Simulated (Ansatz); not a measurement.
A trial cell of GaN was relaxed with PBE (plane waves to 420 eV, PAW, scalar-relativistic; Ansatz, a quantum-chemistry and plane-wave program).

Before: P2₁3 (No. 198), cP8; a = 4.623 Å, b = 4.623 Å, c = 4.623 Å, α = 90.00°, β = 90.00°, γ = 90.00°.

After relaxation:

Simulated powder pattern, Co Kα, λ = 1.79026 Å (kinematic, ideal powder, no thermal factors, no anomalous dispersion; the 24 strongest lines at most, above 1 %, up to 2θ = 90°):

| 2θ (°) | I/Imax (%) |
|---|---|
| 39.85 | 100 |
| 46.35 | 32 |
| 67.64 | 41 |
| 81.48 | 38 |
| 85.95 | 8.2 |

### Question
Identify the relaxed structure from its pattern: crystal system, space group and cell.

### Answer
Cubic, F-43m (No. 216), cF8, zinc blende type; a = b = c = 4.549 Å, α = β = γ = 90.00°. Sites: Ga 4c (0.250, 0.250, 0.250); N 4a (0.000, 0.000, 0.000).

### Question
Index the strongest lines.

### Answer
39.85° (111), 46.35° (200), 67.64° (220), 81.48° (311), 85.95° (222).

No spin polarisation in the result.

The run could not lose the symmetry of its start; a randomly shaken copy of 4 atoms returns to this structure.
